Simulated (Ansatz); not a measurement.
The cell comes from COD entry 1534878, which wasn't checked; take it as a given geometry.

An input for Ti and the output that it gave: DFT, LDA, PAW with Ansatz's default frozen-core files, scalar-relativistic (Ansatz 0.2.0).

Command: `ansatz run input.yaml --threads 1 --pin off --max-ram 3072MiB --backend cpu --events-out ev --progress --plain --runs-dir out` The run took 4.9 s on 1 thread of Arm Neoverse V1, on a shared host, peak memory 0.32 GiB.

```yaml
crystal:
  lattice:
    - [0.0, 2.03, 2.03]
    - [2.03, 0.0, 2.03]
    - [2.03, 2.03, 0.0]
  atoms:
    - { symbol: Ti, position: [0.0, 0.0, 0.0] }
kpoints:
  mp_grid: { grid: [14, 14, 14] }
  band_path:
    path:
      - [0.0, 0.0, 0.0]
      - [0.5, 0.0, 0.5]
      - [0.625, 0.25, 0.625]
      - [0.375, 0.375, 0.75]
      - [0.0, 0.0, 0.0]
      - [0.5, 0.5, 0.5]
      - [0.5, 0.25, 0.75]
      - [0.5, 0.0, 0.5]
    npoints: 14
scf:
  occupations: { method: fermi_dirac, width: 0.05 }
hamiltonian:
  xc: lda
  pseudopotentials: { kind: paw }
output:
  forces: true
  stress: true
  eigenvalues: true
  efg: { contact_densities: true }
  populations: true
  bader: true
  dos: { projected: true, de: 0.2, e_range: [-14, 8] }
  write_density: true
  write_potential: true
  elf: true
  volumetric_format: npy
```

The log:

```
Engine: ansatz 0.2.0
Pseudopotentials: kind: paw
Pseudopotential: Ti, paw, valence charge 12, recommended cutoff 420 eV (normal)
Functional definition: SPW92
  exchange = slater_x
  correlation = pw_c
Crystal: 1 atoms, lattice volume = 16.731 Å³
Basis set: ecut = 420 eV, 331 PW (Γ)
Bands: 10, of which v1, the nominal top of the filled ones, is band 6 counted from 1 (5 counted from 0)
Symmetry: 48 space group operations
Space group: Fm-3m (ITA 225), of the structure as read, at distance tolerance 2.6e-5 Å
k-points: 104 of 2744
Non-local potential: Ti, projectors of the file, l = 0: 3, l = 1: 2, l = 2: 3, l = 3: 1
PAW form: soft (Blöchl's): semilocal exchange-correlation on the pseudo side does not see the compensation charge
PAW frozen core: Ti, regenerated for the run's functional, and the local potential with it (the file was generated under x = pbe(κ = 0.804, μ = 0.2195149727645171), c = pbe(β = 0.06672455060314922))
PAW one-centre angular grid: Ti, 590 points (default); XC on 64 Gauss nodes
Initial density: superposition of atomic densities (neutral atoms: chi_scale 0, normalization atom), corrected by the library's trained network
Initial wavefunctions: pseudopotential atomic-orbital guess
Functional: x = slater, c = lda
SCF iter   1: F=—  HF=-2450.245213 eV  |F-HF|=—  |Δ(HF+E_count)|=         —  Δρ=6.02e-3  dr2=2.13e-3  ethr=1.77e-3  ⟨swp⟩=4.5  Hψ=5547  notcnv=0
preconditioner: auto → none  [metal: Δε(μ)=0.017 eV  Ē_g=4.256 eV  σ=0.050 eV  W_gap=0.08  n_scr=0 (ndim 8)  ℏωp=18.2 eV  f_vac=0.000  D(μ)=1.85/eV (n_scr^D=26)]
SCF iter   2: F=—  HF=-2450.244905 eV  |F-HF|=—  |Δ(HF+E_count)|=   3.08e-4  Δρ=2.54e-3  dr2=4.13e-4  ethr=1.78e-5  ⟨swp⟩=2.4  Hψ=2436  notcnv=0
SCF iter   3: F=—  HF=-2450.244968 eV  |F-HF|=—  |Δ(HF+E_count)|=   6.37e-5  Δρ=1.07e-3  dr2=1.02e-4  ethr=3.44e-6  ⟨swp⟩=1.9  Hψ=1210  notcnv=0
SCF iter   4: F=—  HF=-2450.244945 eV  |F-HF|=—  |Δ(HF+E_count)|=   2.34e-5  Δρ=4.84e-5  dr2=9.59e-8  ethr=8.51e-7  ⟨swp⟩=2.9  Hψ=1689  notcnv=0
SCF iter   5: F=—  HF=-2450.244948 eV  |F-HF|=—  |Δ(HF+E_count)|=   2.64e-6  Δρ=8.17e-6  dr2=9.36e-9  ethr=7.99e-10  ⟨swp⟩=2.0  Hψ=1672  notcnv=0
SCF iter   6: F=-2450.244948 eV  HF=-2450.244948 eV  |F-HF|=6.82e-12  |Δ(HF+E_count)|=   2.97e-9  Δρ=5.79e-7  dr2=1.06e-11  ethr=7.80e-11  ⟨swp⟩=4.2  Hψ=4520  notcnv=0
SCF 1 converged in 6 iterations: F = -2450.244948 eV  dr2 = 1.06e-11
  greatest PAW one-centre occupation: 0.999 electrons in one spin orbital (limit 2), on the Ti atom at site 0 (counted from 0), in its partial waves of l = 0
NSCF: frozen V_eff on 99 k-points
SCF converged after 6 iterations
Free energy (F): -2450.244948 eV
Harris-Foulkes:  -2450.244948 eV  (|F-HF|=6.82e-12)
Internal energy: -2450.230042 eV  (E = F + TS)
E sigma→0 (E₀):  -2450.237495 eV
Entropy (-TS):   -0.014906 eV (-14.906 meV/atom)
Fermi energy:    13.545881 eV
--- Per-component energies (eV) ---
  E_band       = -150.498221
  E_kinetic    = 273.204868
  E_local      = -796.332161  (includes V_loc(G=0)·N_el)
  E_nonlocal   = 12.252195
  E_hartree    = 327.058025
  E_xc         = -96.775277
  E_vxc        = -121.790094  (∫ρ·V_xc dr)
  E_paw        = -999.158814  (= ΣΔE_a)
  E_vpaw       = -171.949195  (= ΣTr[D̂ρ^β])
  E_aug_tail   = 0.000091  (compensation charges beyond the density's cutoff)
  E_ewald      = -1170.804918
  E_core_change = 0.325950  (= ΣΔE_core)
  E_smearing   = -0.014906  (= −TS)
  E_closure    = 0.000000  (closes the sum)
  Σ components = -2450.244948   (vs F -2450.244948, Δ=0.00e0)
--- Forces (eV/Å), atoms counted from 1 ---
  atom   1  Ti     0.00000000     0.00000000    -0.00000000
  max |Σ_I F_I| component: 6.16e-33 eV/Å
--- Stress (GPa, compression-positive) ---
       -4.881556      -0.000000       0.000000
       -0.000000      -4.881556       0.000000
        0.000000      -0.000000      -4.881556
  P = ⅓ Tr σ = -4.8816 GPa (-48.816 kbar)
--- PAW observables at the nuclei: V_zz in 10²¹ V/m², potentials from the cell's mean, atoms counted from 1 ---
  atom   1  Ti V_zz =    -0.000000   η = 0.0000   by run symmetry: forbidden
            electrostatic potential = -2531.779265 V   contact ρ = 56426.338949 e/Å³
--- Band table (eV; the first three rows and the last of 104) ---
  k-point 0: bands = ["-42.4883", "-18.6078", "-18.6078", "-18.6078", "7.4615", "14.4215", "14.4215", "14.4215", "16.1175", "16.1175"]
  k-point 1: bands = ["-42.4810", "-18.6480", "-18.6128", "-18.6128", "7.6324", "14.3160", "14.4840", "14.4840", "16.0773", "16.0773"]
  k-point 2: bands = ["-42.4603", "-18.7597", "-18.6267", "-18.6267", "8.1239", "14.0474", "14.6269", "14.6269", "16.0111", "16.0111"]
  k-point 103: bands = ["-42.2888", "-19.1606", "-19.0598", "-18.8921", "11.8651", "12.7857", "13.5847", "15.8235", "17.5918", "21.5655"]
--- Löwdin populations: 1 site ---
  site symbol       q [e]
     0     Ti     11.8772
  spilling = 0.010233 (of n_electrons = 12.000000)
--- Bader charges: 1 site ---
  site symbol  charge [e]  shift [e]
     0     Ti      0.0000     0.0000
  estimated error of the sums over rays = 4.0e-5 e
```
